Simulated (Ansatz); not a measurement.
Input and command of a plane-wave DFT calculation in Ansatz:

```yaml
crystal:
  lattice:
    - [-5.8280390988, 5.8280390988, -5.8280390988]
    - [5.8280390988, -5.8280390988, -5.8280390988]
    - [-5.8280390988, -5.8280390988, 5.8280390988]
  atoms:
    - { symbol: In, position: [0.5, 0.25, 0.25] }
    - { symbol: In, position: [0.25, 0.25, 0.5] }
    - { symbol: In, position: [0.0, 0.25, 0.75] }
    - { symbol: In, position: [0.75, 0.0, 0.25] }
    - { symbol: In, position: [0.75, 0.25, 0.0] }
    - { symbol: In, position: [0.5, 0.0, 0.5] }
    - { symbol: In, position: [0.25, 0.0, 0.75] }
    - { symbol: In, position: [0.0, 0.75, 0.25] }
    - { symbol: In, position: [1.0, 1.0, 1.0] }
    - { symbol: In, position: [0.75, 0.75, 0.5] }
    - { symbol: In, position: [0.5, 0.75, 0.75] }
    - { symbol: In, position: [0.25, 0.5, 0.25] }
    - { symbol: In, position: [0.25, 0.75, 0.0] }
    - { symbol: In, position: [0.0, 0.5, 0.5] }
    - { symbol: In, position: [0.75, 0.5, 0.75] }
    - { symbol: In, position: [0.5, 0.5, 0.0] }
    - { symbol: P, position: [0.5, 0.0, 0.25] }
    - { symbol: P, position: [0.25, 0.0, 0.5] }
    - { symbol: P, position: [0.0, 0.0, 0.75] }
    - { symbol: P, position: [0.75, 0.75, 0.25] }
    - { symbol: P, position: [0.75, 0.0, 0.0] }
    - { symbol: P, position: [0.5, 0.75, 0.5] }
    - { symbol: P, position: [0.25, 0.75, 0.75] }
    - { symbol: P, position: [0.0, 0.5, 0.25] }
    - { symbol: P, position: [0.0, 0.75, 0.0] }
    - { symbol: P, position: [0.75, 0.5, 0.5] }
    - { symbol: P, position: [0.5, 0.5, 0.75] }
    - { symbol: P, position: [0.25, 0.25, 0.25] }
    - { symbol: P, position: [0.25, 0.5, 0.0] }
    - { symbol: P, position: [0.0, 0.25, 0.5] }
    - { symbol: P, position: [0.75, 0.25, 0.75] }
    - { symbol: P, position: [0.5, 0.25, 0.0] }
basis:
  ecutwfc: 420
  xc_grid: 2
kpoints:
  mp_grid: { grid: [2, 2, 2], shift: [0.5, 0.5, 0.5] }
hamiltonian:
  xc: lda
scf:
  occupations: { method: gaussian, width: 0.01 }
output:
  forces: true
  stress: true
  eigenvalues: true
  write_density: true
  write_potential: true
  elf: true
  volumetric_format: npy
```

```bash
ansatz run input.yaml --threads 4 --pin off --max-ram 8192MiB --backend cpu --events-out ev --progress --plain --runs-dir out
```

Processor: Arm Neoverse V2, 4 threads, on a host shared with other jobs.

Task: How long does it run, and how much memory does it take?

Result: About 12 s on 4 threads of Arm Neoverse V2, with other jobs on the host, peak memory 1.5 GiB. It solves 176 bands at 2 k points (the mesh reduced by the symmetry that the task leaves, which can be less than the crystal's) with about 15587 plane waves, in 7 SCF iterations.
